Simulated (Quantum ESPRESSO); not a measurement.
## In3HfO5N (one run as intended and one with a planted mistake)

Computed values, not a measurement. The program is pw.x of Quantum ESPRESSO 7.5 (plane-wave density functional theory). The cell is made up: 10 atoms on a corundum lattice, with randomly drawn elements, strain and displacements, not relaxed. PseudoDojo standard norm-conserving files (v0.5 for PBE, v0.4.1 for LDA and PBEsol) set the functional; there is no spin polarisation, spin-orbit coupling or dispersion term, and the masses in the input are unused placeholders.

The hafnium pseudopotential is less sure than the others, with forces about 3 percent (worst 6) and pressure in oxides about 1.5 GPa (worst 2.7) from a second method in checks, which no rerun with the same files tests.

Intended input:

```
&control calculation='scf', pseudo_dir='./dojo.nc.sr.pbe.v0_5.standard.upf', outdir='./o', disk_io='low', tprnfor=.true., tstress=.true. /
&system ibrav=0, nat=10, ntyp=4, nbnd=49, ecutwfc=84.00895049, nosym=.true., tot_charge=0,
 occupations='smearing', smearing='fd', degauss=0.0018374661
/
&electrons conv_thr=7.350e-09, electron_maxstep=60, /
ATOMIC_SPECIES
Hf 1.0 Hf.upf
In 1.0 In.upf
N 1.0 N.upf
O 1.0 O.upf
CELL_PARAMETERS angstrom
2.7717 1.6362 5.0012
-2.7337 1.6948 4.9605
0.0697 -3.2376 4.9502
ATOMIC_POSITIONS angstrom
In 0.0784 -0.1104 5.2152
In 0.0084 0.1865 2.4028
In 0.0161 0.0345 9.6838
Hf 0.0515 0.1663 12.7097
O -1.0765 1.7493 8.8759
O -0.7573 -1.6762 8.5048
O 1.9585 0.0286 8.6393
O 1.26 -1.7374 6.1756
O 0.9075 1.8654 6.1506
N -1.9956 -0.0484 6.2743
K_POINTS automatic
5 5 5 1 1 1
```

The log is shortened where brackets say so; the opening notice, blank lines, dates and the lines on written files are dropped, and the path of the files is cut. It prints rydbergs, bohrs and kilobars, and counts compression as positive stress.

Log of the intended run:

```
     Program PWSCF v.7.5
     Parallel version (MPI & OpenMP), running on       4 processor cores
     Number of MPI processes:                 4
     Threads/MPI process:                     1
     [start-up lines left out]
     bravais-lattice index     =            0
     lattice parameter (alat)  =      11.2389  a.u.
     unit-cell volume          =     905.2729 (a.u.)^3
     number of atoms/cell      =           10
     number of atomic types    =            4
     number of electrons       =        86.00
     number of Kohn-Sham states=           49
     kinetic-energy cutoff     =      84.0090  Ry
     charge density cutoff     =     336.0358  Ry
     scf convergence threshold =      7.3E-09
     mixing beta               =       0.7000
     number of iterations used =            8  plain     mixing
     Exchange-correlation= PBE
                           (   1   4   3   4   0   0   0)
     [axes and pseudopotential details left out]
   Cartesian axes
     site n.     atom                  positions (alat units)
         1        In     tau(   1) = (   0.0131822  -0.0185628   0.8768885  )
         2        In     tau(   2) = (   0.0014124   0.0313583   0.4040090  )
         3        In     tau(   3) = (   0.0027071   0.0058009   1.6282431  )
         4        Hf     tau(   4) = (   0.0086593   0.0279618   2.1370207  )
         5        O      tau(   5) = (  -0.1810037   0.2941289   1.4924020  )
         6        O      tau(   6) = (  -0.1273331  -0.2818378   1.4300049  )
         7        O      tau(   7) = (   0.3293040   0.0048088   1.4526199  )
         8        O      tau(   8) = (   0.2118576  -0.2921280   1.0383711  )
         9        O      tau(   9) = (   0.1525879   0.3136501   1.0341676  )
        10        N      tau(  10) = (  -0.3355420  -0.0081380   1.0549666  )
     number of k points=    63  Fermi-Dirac smearing, width (Ry)=  0.0018
                       cart. coord. in units 2pi/alat
        k(    1) = (  -0.0008927  -0.0007573   0.1196618), wk =   0.0320000
        k(    2) = (  -0.0040818  -0.2438957   0.2009748), wk =   0.0320000
     [further k points left out]
     Dense  grid:    94165 G-vectors     FFT dimensions: (  72,  72,  72)
     Estimated max dynamical RAM per process >     301.47 MB
     Estimated total dynamical RAM >       1.11 GB
     Initial potential from superposition of free atoms
     starting charge      85.9864, renormalised to      86.0000
     Starting wfcs are   61 randomized atomic wfcs
     total cpu time spent up to now is        4.7 secs
     per-process dynamical memory:   235.7 Mb
     Self-consistent Calculation
     iteration #  1     ecut=    84.01 Ry     beta= 0.70
     Davidson diagonalization with overlap
     ethr =  1.00E-02,  avg # of iterations =  2.0
     total cpu time spent up to now is       11.8 secs
     total energy              =    -696.25291797 Ry
     estimated scf accuracy    <       3.32794642 Ry
     iteration #  2     ecut=    84.01 Ry     beta= 0.70
     Davidson diagonalization with overlap
     ethr =  3.87E-03,  avg # of iterations =  3.7
     total cpu time spent up to now is       20.7 secs
     total energy              =    -696.09507420 Ry
     estimated scf accuracy    <       8.61728938 Ry
     [iterations 3 to 13 left out]
     iteration # 14     ecut=    84.01 Ry     beta= 0.70
     Davidson diagonalization with overlap
     ethr =  2.38E-11,  avg # of iterations =  2.7
     total cpu time spent up to now is      116.8 secs
     total energy              =    -697.94478573 Ry
     estimated scf accuracy    <          7.4E-09 Ry
     iteration # 15     ecut=    84.01 Ry     beta= 0.70
     Davidson diagonalization with overlap
     ethr =  8.56E-12,  avg # of iterations =  2.5
     total cpu time spent up to now is      124.4 secs
     End of self-consistent calculation
     [lines on levels left out]
!    total energy              =    -697.94478573 Ry
     estimated scf accuracy    <          9.0E-11 Ry
     smearing contrib. (-TS)   =      -0.00000000 Ry
     internal energy E=F+TS    =    -697.94478573 Ry
     The total energy is F=E-TS. E is the sum of the following terms:
     one-electron contribution =    -166.06760490 Ry
     hartree contribution      =     147.81451994 Ry
     xc contribution           =    -197.17611734 Ry
     ewald contribution        =    -482.51558342 Ry
     convergence has been achieved in  15 iterations
     Forces acting on atoms (cartesian axes, Ry/au):
     atom    1 type  2   force =    -0.08094165    0.04452501    0.15198289
     atom    2 type  2   force =     0.01017835   -0.13485381   -0.18128556
     atom    3 type  2   force =     0.06073299    0.00387916   -0.01748462
     atom    4 type  1   force =     0.05773716    0.00090193   -0.05371369
     atom    5 type  4   force =     0.03542848    0.02259723   -0.06231006
     atom    6 type  4   force =    -0.06213830    0.04934903    0.06115233
     atom    7 type  4   force =    -0.01106824    0.01985435    0.02330559
     atom    8 type  4   force =    -0.03195964    0.01687174    0.04405771
     atom    9 type  4   force =    -0.02196718   -0.00042563    0.04052654
     atom   10 type  3   force =     0.04399804   -0.02269901   -0.00623113
     Total force =     0.342960     Total SCF correction =     0.000035
     Computing stress (Cartesian axis) and pressure
          total   stress  (Ry/bohr**3)                   (kbar)     P=       31.29
   0.00029254  -0.00004549  -0.00021029           43.03       -6.69      -30.93
  -0.00004549  -0.00006301  -0.00006240           -6.69       -9.27       -9.18
  -0.00021029  -0.00006240   0.00040851          -30.93       -9.18       60.09
     init_run     :      4.52s CPU      4.65s WALL (       1 calls)
     electrons    :    119.46s CPU    119.72s WALL (       1 calls)
     forces       :      1.24s CPU      1.25s WALL (       1 calls)
     stress       :      4.22s CPU      4.23s WALL (       1 calls)
     [timing details left out]
     PWSCF        :   2m 9.55s CPU   2m 9.98s WALL
     JOB DONE.
```

A second run has one planted mistake: the self-consistency threshold is too loose. The input lines that differ, file-writing options aside:

```
- &electrons conv_thr=7.350e-09, electron_maxstep=60, /
+ &electrons conv_thr=4.410e-02, electron_maxstep=60, /
```

Its log:

```
     Program PWSCF v.7.5
     Parallel version (MPI & OpenMP), running on       4 processor cores
     Number of MPI processes:                 4
     Threads/MPI process:                     1
     [start-up lines left out]
     bravais-lattice index     =            0
     lattice parameter (alat)  =      11.2389  a.u.
     unit-cell volume          =     905.2729 (a.u.)^3
     number of atoms/cell      =           10
     number of atomic types    =            4
     number of electrons       =        86.00
     number of Kohn-Sham states=           49
     kinetic-energy cutoff     =      84.0090  Ry
     charge density cutoff     =     336.0358  Ry
     scf convergence threshold =      4.4E-02
     mixing beta               =       0.7000
     number of iterations used =            8  plain     mixing
     Exchange-correlation= PBE
                           (   1   4   3   4   0   0   0)
     [axes and pseudopotential details left out]
   Cartesian axes
     site n.     atom                  positions (alat units)
         1        In     tau(   1) = (   0.0131822  -0.0185628   0.8768885  )
         2        In     tau(   2) = (   0.0014124   0.0313583   0.4040090  )
         3        In     tau(   3) = (   0.0027071   0.0058009   1.6282431  )
         4        Hf     tau(   4) = (   0.0086593   0.0279618   2.1370207  )
         5        O      tau(   5) = (  -0.1810037   0.2941289   1.4924020  )
         6        O      tau(   6) = (  -0.1273331  -0.2818378   1.4300049  )
         7        O      tau(   7) = (   0.3293040   0.0048088   1.4526199  )
         8        O      tau(   8) = (   0.2118576  -0.2921280   1.0383711  )
         9        O      tau(   9) = (   0.1525879   0.3136501   1.0341676  )
        10        N      tau(  10) = (  -0.3355420  -0.0081380   1.0549666  )
     number of k points=    63  Fermi-Dirac smearing, width (Ry)=  0.0018
                       cart. coord. in units 2pi/alat
        k(    1) = (  -0.0008927  -0.0007573   0.1196618), wk =   0.0320000
        k(    2) = (  -0.0040818  -0.2438957   0.2009748), wk =   0.0320000
     [further k points left out]
     Dense  grid:    94165 G-vectors     FFT dimensions: (  72,  72,  72)
     Estimated max dynamical RAM per process >     301.47 MB
     Estimated total dynamical RAM >       1.11 GB
     Initial potential from superposition of free atoms
     starting charge      85.9864, renormalised to      86.0000
     Starting wfcs are   61 randomized atomic wfcs
     total cpu time spent up to now is        4.8 secs
     per-process dynamical memory:   235.7 Mb
     Self-consistent Calculation
     iteration #  1     ecut=    84.01 Ry     beta= 0.70
     Davidson diagonalization with overlap
     ethr =  1.00E-02,  avg # of iterations =  2.0
     total cpu time spent up to now is       11.9 secs
     total energy              =    -696.25291797 Ry
     estimated scf accuracy    <       3.32794642 Ry
     iteration #  2     ecut=    84.01 Ry     beta= 0.70
     Davidson diagonalization with overlap
     ethr =  3.87E-03,  avg # of iterations =  3.7
     total cpu time spent up to now is       21.0 secs
     total energy              =    -696.09507420 Ry
     estimated scf accuracy    <       8.61728938 Ry
     iteration #  3     ecut=    84.01 Ry     beta= 0.70
     Davidson diagonalization with overlap
     ethr =  3.87E-03,  avg # of iterations =  3.3
     total cpu time spent up to now is       29.3 secs
     total energy              =    -697.85751724 Ry
     estimated scf accuracy    <       0.67635430 Ry
     iteration #  4     ecut=    84.01 Ry     beta= 0.70
     Davidson diagonalization with overlap
     ethr =  7.86E-04,  avg # of iterations =  2.0
     total cpu time spent up to now is       36.9 secs
     total energy              =    -697.94440595 Ry
     estimated scf accuracy    <       0.08728192 Ry
     iteration #  5     ecut=    84.01 Ry     beta= 0.70
     Davidson diagonalization with overlap
     ethr =  1.01E-04,  avg # of iterations =  2.1
     total cpu time spent up to now is       44.3 secs
     End of self-consistent calculation
     [lines on levels left out]
!    total energy              =    -697.92097437 Ry
     estimated scf accuracy    <       0.03960644 Ry
     smearing contrib. (-TS)   =      -0.00000000 Ry
     internal energy E=F+TS    =    -697.92097437 Ry
     The total energy is F=E-TS. E is the sum of the following terms:
     one-electron contribution =    -165.89054350 Ry
     hartree contribution      =     147.71224382 Ry
     xc contribution           =    -197.22709127 Ry
     ewald contribution        =    -482.51558342 Ry
     convergence has been achieved in   5 iterations
     Forces acting on atoms (cartesian axes, Ry/au):
     atom    1 type  2   force =    -0.08648840    0.04388576    0.15703000
     atom    2 type  2   force =     0.00896194   -0.13854196   -0.18505583
     atom    3 type  2   force =     0.06363643    0.00391070   -0.01462134
     atom    4 type  1   force =     0.05774498   -0.00349503   -0.05409267
     atom    5 type  4   force =     0.02417709    0.00612121   -0.04685045
     atom    6 type  4   force =    -0.04146561    0.04271049    0.06817488
     atom    7 type  4   force =    -0.02041554    0.04506629    0.03985042
     atom    8 type  4   force =    -0.04247359    0.01798522    0.03059171
     atom    9 type  4   force =    -0.01603423   -0.01080792    0.03060652
     atom   10 type  3   force =     0.05235694   -0.00683477   -0.02563325
     Total force =     0.347849     Total SCF correction =     0.495918
     SCF correction compared to forces is large: reduce conv_thr to get better values
     Computing stress (Cartesian axis) and pressure
          total   stress  (Ry/bohr**3)                   (kbar)     P=       13.55
   0.00025635  -0.00005122  -0.00012350           37.71       -7.53      -18.17
  -0.00005122  -0.00025084  -0.00010652           -7.53      -36.90      -15.67
  -0.00012350  -0.00010652   0.00027087          -18.17      -15.67       39.85
     init_run     :      4.50s CPU      4.64s WALL (       1 calls)
     electrons    :     39.36s CPU     39.56s WALL (       1 calls)
     forces       :      1.21s CPU      1.23s WALL (       1 calls)
     stress       :      4.18s CPU      4.18s WALL (       1 calls)
     [timing details left out]
     PWSCF        :     49.39s CPU     49.77s WALL
     JOB DONE.
```

```
                                            intended run  run with the mistake
                          free energy (eV)     -9496.023             -9495.699
                    smearing term -TS (eV)        0.0000                0.0000
                            pressure (GPa)          3.13                  1.36
            largest force component (eV/Å)         4.661                 4.758
largest change of a force component (eV/Å)                               0.648
                                iterations            15                     5
```

For scale, a rerun of the intended cell at 1437 eV and a 7 x 7 x 7 mesh moved values by no more than 0.003 eV in energy, 0.03 GPa in stress and 0.002 eV/Å in force.